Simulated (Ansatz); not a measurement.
In2Ge2O7 (space group C2/m)

```xyz
11
Lattice="3.2942 -4.3806 0.0000 3.2942 4.3806 0.0000 -1.0150 0.0000 4.8094" Properties=species:S:1:pos:R:3 pbc="T T T"
In     3.2942     1.6965     0.0000
In     3.2942    -1.6965     0.0000
Ge     4.4187     0.0000     2.8524
Ge     1.1548     0.0000     1.9571
O      1.3725    -1.4664     1.0240
O      4.2010     1.4664     3.7854
O      4.2010    -1.4664     3.7854
O      1.3725     1.4664     1.0240
O     -0.5075     0.0000     2.4047
O      1.9893     0.0000     3.4979
O      3.5842     0.0000     1.3116
```

The slice is a (100) plane (indices of the conventional cell) through the point (0.000, 0.000, 0.500) (fractional), spanned by u = [001] and v = [1 -1 0] in vectors of this cell: u (4.92 Å) and v (8.76 Å, at 90° to u). It covers one period; positions are fractions (u, v).

Calculation: LDA (plane waves to 420 eV, PAW, scalar-relativistic; Ansatz, a program for electronic structure). k mesh 5×5×6. Near the nuclei the fields are pseudised (PAW); where an atom keeps semicore shells as valence, they peak there. In2Ge2O7 was relaxed with its symmetry unable to fall.

Predict the map of the valence electron density on the slice.


```
|8753100001357|
|6542111111245|
|4322122221223|
|1111233332111|
|0012356653210|
|0012478874210|
|0013589985310|
|0123589985321|
|1233468864332|
|2345555555543|
|3456654456654|
|3467753357764|
|3456654456654|
|2345555555543|
|1233468864332|
|0123589985321|
|0013589985310|
|0012478874210|
|0012356653210|
|1111233332111|
|4322122221223|
|6542111111245|
|8753100001357|
|9864200002468|
```
Scale: ten equal steps from -1.90 (start of '0') to 1.03 (end of '9'), in the order '0123456789'. Values: log₁₀ of the valence density in e/Å³. The map has 13 points along u (one character each, u = 0 at the left) and 24 along v (v = 0 in the bottom row). The scale is logarithmic, as a density can span decades between atoms and voids.
